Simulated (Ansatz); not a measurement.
Sb, DFT, PBEsol, all-electron LAPW, scalar-relativistic (Ansatz 0.2.0), run on 1 thread of Arm Neoverse V2 on a shared host.

The cell comes from COD entry 9013010, which wasn't checked; take it as a given geometry. The listed cell was then made from it by scaling, straining or moving an atom.

Command: `ansatz run input.yaml --threads 1 --pin off --max-ram 3072MiB --backend cpu --events-out ev --progress --plain --runs-dir out`

```yaml
crystal:
  lattice:
    - [-1.505, 1.505, 2.5048]
    - [1.505, -1.505, 2.5048]
    - [1.505, 1.505, -2.5048]
  atoms:
    - { symbol: Sb, position: [0.0, 0.0, 0.0] }
kpoints:
  mp_grid: { grid: [19, 19, 19] }
  band_path:
    path:
      - [0.0, 0.0, 0.0]
      - [0.0, 0.0, 0.5]
      - [0.25, 0.25, 0.25]
      - [0.0, 0.5, 0.0]
      - [0.0, 0.0, 0.0]
      - [0.5, 0.5, -0.5]
      - [0.3402540916, 0.6597459084, -0.3402540916]
      - [-0.3402540916, 0.3402540916, 0.3402540916]
      - [0.0, 0.0, 0.0]
    npoints: 5
scf:
  occupations: { method: fermi_dirac, width: 0.05 }
hamiltonian:
  xc: pbesol
  pseudopotentials: { kind: all_electron, lapw: { basis_error: 0.00025 } }
output:
  forces: true
  stress: true
  eigenvalues: true
```

Q: How large is the problem that the program sets up?

A: 550 irreducible k-points, 195 plane waves at Γ, 16 bands.

Q: About how long does it take, and how much memory does it use?

A: 53 s of wall time for 7 SCF iterations, with a peak of 0.7 GiB. Times on shared machines scatter by tens of per cent.
